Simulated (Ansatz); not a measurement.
PbTe (rock salt)

```yaml
crystal:
  lattice:
    - [0.00000, 3.28470, 3.28470]
    - [3.28470, 0.00000, 3.28470]
    - [3.28470, 3.28470, 0.00000]
  atoms:
    - { symbol: Te, position: [0.00000, 0.00000, 0.00000] }
    - { symbol: Pb, position: [0.50000, 0.50000, 0.50000] }
```

Equation-of-state scan: isotropic scaling of the cell above, V₀ being its volume. Symmetry pins the atoms to their sites.

Level of theory: PBE (plane waves to 420 eV, PAW, scalar-relativistic; Ansatz, a first-principles code). k mesh 9×9×9 (Γ-centred), Fermi-Dirac smearing 0.05 eV. E stands for the smeared free energy. Compression counts positive. PbTe was relaxed with its symmetry unable to fall. Spin-orbit coupling is left out, though Pb and Te are heavy. The PAW data are Ansatz's earlier set. The zero of ΔE is the relaxed starting cell.

```json
[
 {"V (Å³/atom)": "29.769", "ΔE (meV/atom)": "150.2"},
 {"V (Å³/atom)": "30.903", "ΔE (meV/atom)": "withheld"},
 {"V (Å³/atom)": "32.037", "ΔE (meV/atom)": "47.3"},
 {"V (Å³/atom)": "33.171", "ΔE (meV/atom)": "19.7"},
 {"V (Å³/atom)": "34.305", "ΔE (meV/atom)": "4.6"},
 {"V (Å³/atom)": "35.439", "ΔE (meV/atom)": "0.0"},
 {"V (Å³/atom)": "36.574", "ΔE (meV/atom)": "4.1"},
 {"V (Å³/atom)": "37.708", "ΔE (meV/atom)": "15.5"},
 {"V (Å³/atom)": "38.842", "ΔE (meV/atom)": "33.1"},
 {"V (Å³/atom)": "39.976", "ΔE (meV/atom)": "55.8"},
 {"V (Å³/atom)": "41.110", "ΔE (meV/atom)": "82.8"}
]
```

Problem. Fit a third-order Birch-Murnaghan form (E₀, V₀, B₀, B₀′ free) to the given rows and predict ΔE at V = 30.903.

Solution. Least squares on the 10 given rows: ΔE = E₀ + (9V₀B₀/16)·y²·[2 + (B₀′ − 4)y], y = (V₀/V)^(2/3) − 1, with V₀ = 35.441 Å³/atom, B₀ = 38.47 GPa (160.2 GPa = 1 eV/Å³; the term in eV is multiplied by 1000), B₀′ = 4.52, E₀ = -0.01 meV/atom; root-mean-square residual 0.02 meV/atom. At 30.903 the fit gives 89.7 meV/atom; the calculation gives 89.8 meV/atom, so the interpolation is off by -0.1 (-0.1 %). For the pressure the fit gives 7.19 GPa against the computed 7.19 GPa.

(A scan under strain: stresses follow from slopes of the energy per volume, elastic moduli from its curvatures.)
